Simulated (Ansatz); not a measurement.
Input:

InO₁₆Zn₁₅:
```yaml
crystal:
  lattice:
    - [6.52535, 0.00000, 0.00000]
    - [-3.26268, 5.65112, 0.00000]
    - [0.00000, 0.00000, 10.52251]
  atoms:
    - { symbol: In, position: [0.00000, 0.00000, 0.24932] }
    - { symbol: O, position: [0.00000, 0.00000, 0.44855] }
    - { symbol: O, position: [0.00000, 0.00000, 0.94103] }
    - { symbol: O, position: [0.99909, 0.49955, 0.43918] }
    - { symbol: O, position: [0.00275, 0.50138, 0.93728] }
    - { symbol: O, position: [0.50045, 0.00091, 0.43918] }
    - { symbol: O, position: [0.49862, 0.99725, 0.93728] }
    - { symbol: O, position: [0.50045, 0.49955, 0.43918] }
    - { symbol: O, position: [0.49862, 0.50138, 0.93728] }
    - { symbol: O, position: [0.82656, 0.17344, 0.18350] }
    - { symbol: O, position: [0.83317, 0.16683, 0.69192] }
    - { symbol: O, position: [0.82656, 0.65312, 0.18350] }
    - { symbol: O, position: [0.83317, 0.66634, 0.69192] }
    - { symbol: O, position: [0.34688, 0.17344, 0.18350] }
    - { symbol: O, position: [0.33366, 0.16683, 0.69192] }
    - { symbol: O, position: [0.33333, 0.66667, 0.18933] }
    - { symbol: O, position: [0.33333, 0.66667, 0.68724] }
    - { symbol: Zn, position: [0.00000, 0.00000, 0.75003] }
    - { symbol: Zn, position: [0.00240, 0.50120, 0.25101] }
    - { symbol: Zn, position: [0.00280, 0.50140, 0.74866] }
    - { symbol: Zn, position: [0.49880, 0.99760, 0.25101] }
    - { symbol: Zn, position: [0.49860, 0.99720, 0.74866] }
    - { symbol: Zn, position: [0.49880, 0.50120, 0.25101] }
    - { symbol: Zn, position: [0.49860, 0.50140, 0.74866] }
    - { symbol: Zn, position: [0.83005, 0.16995, 0.50491] }
    - { symbol: Zn, position: [0.83122, 0.16878, 0.99154] }
    - { symbol: Zn, position: [0.83005, 0.66010, 0.50491] }
    - { symbol: Zn, position: [0.83122, 0.66243, 0.99154] }
    - { symbol: Zn, position: [0.33990, 0.16995, 0.50491] }
    - { symbol: Zn, position: [0.33757, 0.16878, 0.99154] }
    - { symbol: Zn, position: [0.33333, 0.66667, 0.49915] }
    - { symbol: Zn, position: [0.33333, 0.66667, 0.99934] }
```

This is the r²SCAN-relaxed structure.

Problem. All from the program Ansatz at the r²SCAN level (PAW), unless another level is named. Predict the electronic character.

Solution. metallic (no gap).

Problem. What about the density of states at the Fermi level?

Solution. 0.04 states/eV per atom (mean over ±0.08 eV).

Problem. What about the formation energy from the elements (no fitted shifts)?

Solution. -1.58 eV/atom.

Space group P3m1. The start of the workflow was typed in or built on a structure type; neither database checked (COD, Materials Project) lists it. Whether it is the stable phase at ambient conditions was not checked. The cell was relaxed with r²SCAN under the symmetry of its start; its stability against distortions is not shown here. With an odd number of electrons in the cell and no spin polarisation, the count alone makes it a metal. The references are the lowest solids computed at this level, not always the standard phases (solids in place of the gases). Spin–orbit coupling is left out wherever it is not named.

Potentials: the later of the program's two PAW sets.
